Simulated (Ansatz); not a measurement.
**Property card for TaC**

TaC:
```
TaC
1.0
    0.00000     2.39531     2.39531
    2.39531     0.00000     2.39531
    2.39531     2.39531     0.00000
Ta C
1 1
Direct
  0.00000   0.00000   0.00000
  0.25000   0.25000   0.25000
```

Space group F-43m (No. 216), zinc blende; conventional cell a = b = c = 4.791 Å, α = β = γ = 90.00°.

Method: plane-wave PAW PBEsol (Ansatz code). Structure relaxed to zero pressure with the same functional. Other levels are named where they apply.

Cell and energy:

```json
{
 "volume_per_atom": "13.74 Å³",
 "density": "11.66 g/cm³",
 "Formation energy from the elements (no fitted shifts)": "-0.059 eV/atom"
}
```

Electronic structure:

```json
{
  "electronic_character": "metallic (no gap)",
  "Density of states at the Fermi level": "0.36 states/eV per atom (mean over ±0.08 eV)",
  "Gap with spin–orbit coupling": "none (metallic)"
}
```

Mechanics:

```json
{
 "Bulk modulus (Birch–Murnaghan fit)": "237 GPa",
 "Pressure derivative B′": "4.0",
 "Elastic constants (relaxed ions, GPa)": "C11 = 336, C12 = 188, C44 = 85.7",
 "mechanical_stability": "stable (all eigenvalues of C positive)",
 "hill_bulk_and_shear_moduli": "237 and 80.9 GPa",
 "Young's modulus": "218 GPa",
 "Poisson's ratio": "0.35",
 "debye_temperature_from_the_elastic_constants": "368 K"
}
```

Phonons:

```json
{
  "highest_zone_centre_frequency": "631 cm⁻¹",
  "zone_centre_stability": "no imaginary mode at Γ"
}
```

The start of the workflow was typed in or built on a structure type; neither database checked (COD, Materials Project) lists it. It is not the phase usual at ambient conditions (space group No. 225). The cell was relaxed with PBEsol under the symmetry of its start. No spin polarisation was allowed. As this level gives no gap, shear constants depend on the k-mesh and smearing (Fermi–Dirac, 0.1 eV here). As this level gives no gap, phonon frequencies hold no LO–TO term and depend on the k-mesh and smearing (Fermi–Dirac, 0.1 eV here). The references are the lowest solids computed at this level, not always the standard phases. Spin–orbit coupling is left out wherever it is not named.

Potentials: the earlier of the program's two PAW sets. The files were generated under PBE; for other functionals the program regenerates the frozen cores, and for LDA and PBEsol the local potential too.
